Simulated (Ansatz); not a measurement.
# SiC₅: computed properties

Theory: DFT PBE, scalar-relativistic, plane waves, PAW in Ansatz 0.2.0.

Settings: cutoff 420 eV, Γ-centred mesh 12×12×6 on the computed 6-atom cell, Gaussian smearing of 0.10 eV; no spin polarisation.

The structure is relaxed at this level of theory with its symmetry kept, and needn't be the ground state of this composition.

```cif
data_structure
_symmetry_space_group_name_H-M 'P-62m'
_symmetry_Int_Tables_number 189
_cell_length_a 3.5961
_cell_length_b 3.5961
_cell_length_c 8.1946
_cell_angle_alpha 90.000
_cell_angle_beta 90.000
_cell_angle_gamma 120.000
_cell_volume 91.78
loop_
_atom_site_label
_atom_site_type_symbol
_atom_site_symmetry_multiplicity
_atom_site_Wyckoff_symbol
_atom_site_fract_x
_atom_site_fract_y
_atom_site_fract_z
_atom_site_occupancy
Si1 Si 1 b 0.00000 0.00000 0.50000 1
C1 C 2 d 0.33333 0.66667 0.50000 1
C2 C 3 f 0.00000 0.77479 0.00000 1
```

| Quantity | Value |
| --- | --- |
| Space group | P-62m (No. 189) |
| Volume per atom | 15.30 Å³ |
| Formation energy from the elements' standard states (uncorrected) | +2.993 eV/atom |
| Kohn–Sham band gap | none (metal) |
| Density of states at the Fermi level | 2.1 states/eV per cell |
| Orbital (Löwdin) character within 0.5 eV of the Fermi level | C 2p 69 %, C 2s 21 % |
| Bader charge by site (e) | Si (1 in the cell) 1.98, C (2 in the cell) -0.99, C (3 in the cell) 0.00 |

The cell holds layers, chains or molecules and no dispersion correction was added, so their binding is poorly described.

Another cell of SiC5 relaxed alike, in Cm, lies 2.18 eV/atom lower, so this cell isn't the stable form at this level.

The cell was found from a structure generator's guess, not taken from experiment. Löwdin shares on free-atom orbitals overweight diffuse shells.
